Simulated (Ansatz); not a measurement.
# TiH8N2F6 — H-2 nuclear quadrupole resonance

Cell: a COD entry whose atoms were relaxed with PBE, the cell held.

```cif
data_TiH8N2F6
_symmetry_space_group_name_H-M 'P-3m1'
_symmetry_Int_Tables_number 164
_cell_length_a 5.9200
_cell_length_b 5.9200
_cell_length_c 4.7020
_cell_angle_alpha 90.000
_cell_angle_beta 90.000
_cell_angle_gamma 120.000
loop_
_atom_site_label
_atom_site_type_symbol
_atom_site_symmetry_multiplicity
_atom_site_Wyckoff_symbol
_atom_site_fract_x
_atom_site_fract_y
_atom_site_fract_z
Ti Ti 1 a 0.0000 0.0000 0.0000
H2 H 2 d 0.6667 0.3333 0.9106
H4 H 6 i 0.7610 0.5220 0.6163
N N 2 d 0.6667 0.3333 0.6919
F F 6 i 0.3030 0.1515 0.2276
```

One atom of each set is listed.

The numbers come from a DFT calculation in Ansatz (PBE, plane waves and PAW, scalar-relativistic, 420 eV cutoff, Γ-centred 5×5×5 k-points, Fermi–Dirac smearing 0.02 eV).

H-2: I = 1, Q = 2.858 mb (year-2017 value). Static lattice, zero field.

(1) At which frequencies do the H-2 NQR lines lie?

Results:

(1) For I = 1 the lines are ν± = (3/4)|C_Q|(1 ± η/3) and ν₀ = |C_Q|η/2.

| site | atoms | V_zz (10²¹ V/m²) | C_Q (MHz) | η | line frequencies (MHz) |
| --- | --- | --- | --- | --- | --- |
| H2 | 2 | 3.12 | 0.216 | 0.00 | 0.162 |
| H4 | 6 | 3.01 | 0.208 | 0.01 | 0.00114, 0.156, 0.157 |

An axis of threefold or higher order runs through H2, so V_zz lies along it and η is zero. At H4 V_zz points along its bond to N (within 1°).

The lattice is static: at room temperature ammonium may turn and average the couplings of its hydrogen. The entry's hydrogen positions were far off; the other atoms hardly move on relaxation.
